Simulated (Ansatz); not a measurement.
Relaxed Mo (bcc, W type):

```yaml
crystal:
  lattice:
    - [-3.15061, 3.15061, 3.15061]
    - [1.57530, -1.57530, 1.57530]
    - [1.57530, 1.57530, -1.57530]
  atoms:
    - { symbol: Mo, position: [0.00000, 0.00000, 0.00000] }
    - { symbol: Mo, position: [0.50000, 0.00000, 0.00000] }
```

In this cell atom 2 (Mo, nearest neighbour Mo at 2.729 Å; its periodic images, 2.7 Å or more away, move with it) is moved by s along Cartesian z, unit vector (0.000, 0.000, 1.000); all other atoms and the cell stay fixed.

Computed with r2SCAN (plane waves to 500 eV, PAW, scalar-relativistic; Ansatz, a quantum-chemistry and plane-wave program). k mesh 17×17×17 (Γ-centred), Fermi-Dirac smearing 0.05 eV. The energy includes the smearing's −TS. With partly filled bands, energies and forces of such displacements shift with the k mesh and the smearing. On this mesh the relaxed cell isn't quite at rest: it carries a pressure of 0.1 GPa (compression positive) at the zero of the scan. Mo is run without spin polarisation. Mo was relaxed with its symmetry unable to fall. ΔE is measured from the undisplaced structure. The last digit holds for this mesh only.

```json
[
 {"s (Å)": "-0.820", "ΔE (meV/cell)": "2552.1"},
 {"s (Å)": "-0.656", "ΔE (meV/cell)": "withheld"},
 {"s (Å)": "-0.492", "ΔE (meV/cell)": "1201.2"},
 {"s (Å)": "-0.328", "ΔE (meV/cell)": "541.1"},
 {"s (Å)": "-0.164", "ΔE (meV/cell)": "135.5"},
 {"s (Å)": "0.000", "ΔE (meV/cell)": "0.0"},
 {"s (Å)": "0.164", "ΔE (meV/cell)": "135.5"},
 {"s (Å)": "0.328", "ΔE (meV/cell)": "541.1"},
 {"s (Å)": "0.492", "ΔE (meV/cell)": "1201.2"},
 {"s (Å)": "0.656", "ΔE (meV/cell)": "withheld"},
 {"s (Å)": "0.820", "ΔE (meV/cell)": "2552.1"}
]
```

Fit an even polynomial form (powers 2, 4, 6) to the given rows and predict ΔE at s = 0.656.

Least squares on the 9 given rows: ΔE = (4989)·s² + (824.0)·s⁴ + (-3865)·s⁶, in meV/cell with s in Å; root-mean-square residual 0.41 meV/cell. At 0.656 the fit gives 1991.5 meV/cell; the calculation gives 1940.6 meV/cell, so the interpolation is off by 50.9 (+2.6 %). The quadratic term alone would give 2146.9 meV/cell.

(For displaced atoms, the force is minus the slope of the energy, and its curvature is a force constant, which sets phonon frequencies.)
